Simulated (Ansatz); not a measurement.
A geometry of Pt away from equilibrium: the start of the relaxation of a relaxed Pt cell displaced along its unstable phonon at q = (½, ½, 0) of its primitive reciprocal cell (47i cm⁻¹), largest move 0.15 Å. The numbers are results of r2SCAN (plane waves to 500 eV, PAW, scalar-relativistic; Ansatz, a first-principles code), not measurements. Γ-centred k-mesh 12×12×12 on the run's cell (coarser than for final values), Fermi–Dirac smearing 0.05 eV.

```xyz
2
Lattice="5.2071 0.0000 0.0000 2.6035 2.6035 0.0000 0.0000 0.0000 2.6035" Properties=species:S:1:pos:R:3:forces:R:3 pbc="T T T" free_energy=-25072.775 pressure_GPa=-1.4
Pt     0.0000     0.0000     0.1500    0.0000    0.0000    0.3567
Pt     2.6035     0.0000    -0.1500    0.0000    0.0000   -0.3567
```

Positions in Å, forces in eV/Å, free energy of the cell in eV (comparable only within this code, potentials and settings). Largest force: 0.36 eV/Å, on Pt1, Pt2 (atoms numbered as listed); the geometry lies 0.41 eV/atom above the end of its relaxation.

No spin polarisation in the result.

The run could not lose the symmetry of its start, so the end can be a saddle point.

The end of the path is a generated cell of Pt: the first start was made by placing the elements on the sites of a structure type, and the end was not matched to a known phase here, so it may be hypothetical. Known forms of Pt include space group No. 225.
